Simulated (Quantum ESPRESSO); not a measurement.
## Pt3Zr3ScTa (one composition in several site orders)

Simulated, not a measurement. The program is pw.x of Quantum ESPRESSO 7.5 (plane-wave density functional theory). The cell is made up: eight metal atoms on a face-centred cubic lattice, with elements, volume, strain and displacements drawn at random and not relaxed, so it may be unstable or far from any real phase. PseudoDojo standard norm-conserving files set the functional (PBE unless stated); there is no spin polarisation or spin-orbit coupling, the Fermi-Dirac width of 0.25 eV means electrons at about 2900 K, and the masses in the input are unused placeholders. Heavy elements are run without spin-orbit coupling, which real alloys of them have. A spin test at this wide smearing found no moment, but such smearing suppresses magnetism that the real alloy may have.

The runs put one composition on the sites in different orders. Cell, positions, cutoff, mesh and smearing stay as in the input of run 1; sites are counted in its order. Stress in the tables is positive in tension.

Input of run 1:

```
&control calculation='scf', pseudo_dir='./dojo.nc.sr.pbe.v0_5.standard.upf', outdir='./o', disk_io='minimal', tprnfor=.true., tstress=.true. /
&system ibrav=0, nat=8, ntyp=4, nbnd=75, ecutwfc=84.00895049, nosym=.true., tot_charge=0,
 occupations='smearing', smearing='fd', degauss=0.0183746611
/
&electrons conv_thr=1.470e-08, electron_maxstep=70, mixing_beta=0.5 /
ATOMIC_SPECIES
Pt 1.0 Pt.upf
Sc 1.0 Sc.upf
Ta 1.0 Ta.upf
Zr 1.0 Zr.upf
CELL_PARAMETERS angstrom
0.0084 -0.0196 -4.0974
-4.2107 0.0671 0.0084
1.9669 8.3492 2.0836
ATOMIC_POSITIONS angstrom
Pt 0.0204 -0.0486 0.0142
Pt -2.1499 2.1312 0.011
Pt -0.0341 4.205 0.0129
Zr -2.1402 6.3355 0.0598
Sc -2.1031 0.0062 -2.0049
Zr -0.0138 2.0646 -2.0456
Ta -2.1806 4.2432 -2.0201
Zr -0.0804 6.289 -2.009
K_POINTS automatic
6 6 3 1 1 1
```

```
run  elements on sites 1 to 8  free energy less that of run 1 (eV)  -TS (eV)  pressure (GPa)  stress xx (GPa)  stress yy (GPa)  stress zz (GPa)  stress yz (GPa)  stress xz (GPa)  stress xy (GPa)  iterations
  1   Pt Pt Pt Zr Sc Zr Ta Zr                                0.000    -1.624            6.42            -6.09           -10.62            -2.54             0.63            -0.28            -2.13          17
  2   Sc Pt Ta Pt Zr Zr Pt Zr                                0.443    -1.639            5.53            -1.92            -9.08            -5.60             0.83            -0.31            -1.88          18
  3   Zr Pt Ta Zr Pt Sc Zr Pt                               -0.282    -1.606            6.43             0.13           -12.53            -6.89             0.54            -0.27            -2.18          17
  4   Pt Pt Zr Pt Zr Sc Ta Zr                               -0.435    -1.631            6.58            -4.17            -9.77            -5.81             0.56            -0.27            -1.96          18
  5   Ta Zr Pt Zr Sc Zr Pt Pt                                1.186    -1.555            8.25            -8.12            -8.63            -8.00             0.66            -0.35            -1.83          19
  6   Zr Zr Sc Zr Ta Pt Pt Pt                               -0.327    -1.597            6.98            -6.51           -13.04            -1.38             0.58            -0.24            -1.93          17
```

Forces Fx Fy Fz (eV/Å):

| site | run 1 | run 2 | run 3 | run 4 | run 5 | run 6 |
| --- | --- | --- | --- | --- | --- | --- |
| 1 | -0.07 0.93 0.04 | -0.08 0.31 0.15 | -0.13 0.52 0.04 | -0.10 0.51 0.03 | -0.23 0.84 0.09 | -0.38 0.76 0.19 |
| 2 | 0.19 0.43 0.05 | 0.16 0.63 0.07 | 0.12 -0.08 0.08 | 0.19 -0.08 0.03 | 0.32 1.75 0.08 | 0.17 1.38 0.08 |
| 3 | -0.10 -0.90 0.04 | -0.08 -0.05 0.05 | -0.33 -0.18 0.02 | -0.26 -0.32 0.09 | -0.13 0.37 0.07 | -0.11 0.03 0.04 |
| 4 | -0.66 -0.35 -0.20 | -0.24 -0.79 -0.15 | -0.29 1.01 -0.08 | -0.34 -0.02 -0.05 | -0.34 -3.45 -0.12 | -0.30 -1.95 -0.12 |
| 5 | 0.24 2.15 -0.14 | 0.19 0.39 -0.25 | 0.27 0.26 -0.25 | 0.13 0.42 -0.21 | 0.29 -0.49 -0.23 | 0.48 0.09 -0.26 |
| 6 | -0.13 0.81 0.01 | -0.17 2.74 -0.01 | -0.18 -1.17 0.04 | -0.12 -0.79 -0.01 | -0.25 1.13 0.08 | -0.12 0.56 0.00 |
| 7 | 0.16 -2.11 0.02 | 0.06 -0.18 0.04 | 0.39 -0.54 0.01 | 0.38 -0.36 -0.03 | 0.19 0.21 -0.01 | 0.18 -0.20 0.03 |
| 8 | 0.37 -0.95 0.18 | 0.17 -3.04 0.10 | 0.15 0.19 0.14 | 0.11 0.64 0.14 | 0.14 -0.36 0.05 | 0.08 -0.68 0.05 |

The sites are displaced and not relaxed, so the energy differences mix bonding between neighbours with strain and are not ordering energies. A rerun of one cell of this series at a higher cutoff and on a denser mesh moved values by no more than 0.006 eV in energy, 0.11 GPa in stress and 0.010 eV/Å in force, and a second program with other atomic files agreed on that cell to 2 % rms in force and 0.5 GPa in pressure.